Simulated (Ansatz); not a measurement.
Al$_{2}$O$_{3}$ in space group R-3 (No. 148; Al on 3a, Al on 3b, Al on 6c, O on 18f), the program Ansatz at the r²SCAN level (PAW). The conduction-band minimum lies at Γ, with 1 equivalent valley. Second derivatives d²E/dk² of the lowest band at one valley (eV·Å²), along Cartesian directions:

```csv
direction,d²E/dk²
[100],19.54
[010],19.54
[001],17.97
[110],19.54
[101],18.76
[011],18.76
```

Find the principal effective masses, the density-of-states mass and the conductivity mass.

Off-diagonal terms follow from H_xy = H[110] − (H_xx + H_yy)/2, and m*/mₑ = 7.620 eV·Å² over each eigenvalue: 0.39, 0.39, 0.42. One valley's DOS mass (m₁m₂m₃)^(1/3) = 0.40, conductivity mass 3/(Σ 1/mᵢ) = 0.40 mₑ.

What effective density of states Nc follows at 300 K for parabolic valleys?

Nc = 2.509e19 × 1 × (0.40)^(3/2) ≈ 6.3e18 cm⁻³.

With the computed static dielectric constant 9.01 (mean of the diagonal), estimate a hydrogenic donor's binding energy and radius.

E = 13.606 eV × 0.40/9.01² ≈ 67 meV; a = 0.529 Å × ε/m* ≈ 12 Å. Semilocal masses tend to be too small when the gap is underestimated.

The workflow started from a Materials Project entry (that database holds measured and hypothetical structures alike); the Crystallography Open Database copy checked does not list it. It is not the phase usual at ambient conditions (space group No. 167). The cell was relaxed with r²SCAN under the symmetry of its start; its stability against distortions is not shown here.

Potentials: the earlier of the program's two PAW sets.
